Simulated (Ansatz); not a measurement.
Mg$_{3}$ZnO$_{4}$:
```xyz
8
Lattice="4.1748 0.0000 0.0000 0.0000 4.1748 0.0000 0.0000 0.0000 4.1748" Properties=species:S:1:pos:R:3 pbc="T T T"
Mg     0.0000     2.0874     2.0874
Mg     2.0874     0.0000     2.0874
Mg     2.0874     2.0874     0.0000
Zn     0.0000     0.0000     0.0000
O      2.0874     0.0000     0.0000
O      0.0000     2.0874     0.0000
O      0.0000     0.0000     2.0874
O      2.0874     2.0874     2.0874
```

Cartesian axes are those of the cell as given.

Problem. Give the high-frequency dielectric tensor and the Born effective charge tensors of the independent atoms from DFPT, LDA (plane waves, PAW; program Ansatz).

Solution. 
ε∞:
```
3.70  0.00  0.00
0.00  3.70  0.00
0.00  0.00  3.70
```
Z* of atom 1 (Mg), rows: field, columns: displacement, in e:
```
1.97  0.00  0.00
0.00  2.00  0.00
0.00  0.00  2.00
```
Z* of atom 4 (Zn), rows: field, columns: displacement, in e:
```
2.34  0.00  0.00
0.00  2.34  0.00
0.00  0.00  2.34
```
Z* of atom 5 (O), rows: field, columns: displacement, in e:
```
-2.50   0.00   0.00
 0.00  -1.93   0.00
 0.00   0.00  -1.93
```
Z* of atom 8 (O), rows: field, columns: displacement, in e:
```
-1.95   0.00   0.00
 0.00  -1.95   0.00
 0.00   0.00  -1.95
```

Space group Pm-3m. The workflow started from a Materials Project entry (that database holds measured and hypothetical structures alike); the Crystallography Open Database copy checked does not list it. With Mg and Zn taken as one species the cell has the higher symmetry Fm-3m, so it may be an ordered model of a mixed-site phase. Its standing as an ambient phase is unchecked. The cell was relaxed with LDA under the symmetry of its start; its stability against distortions is not shown here.

Potentials: the later of the program's two PAW sets.
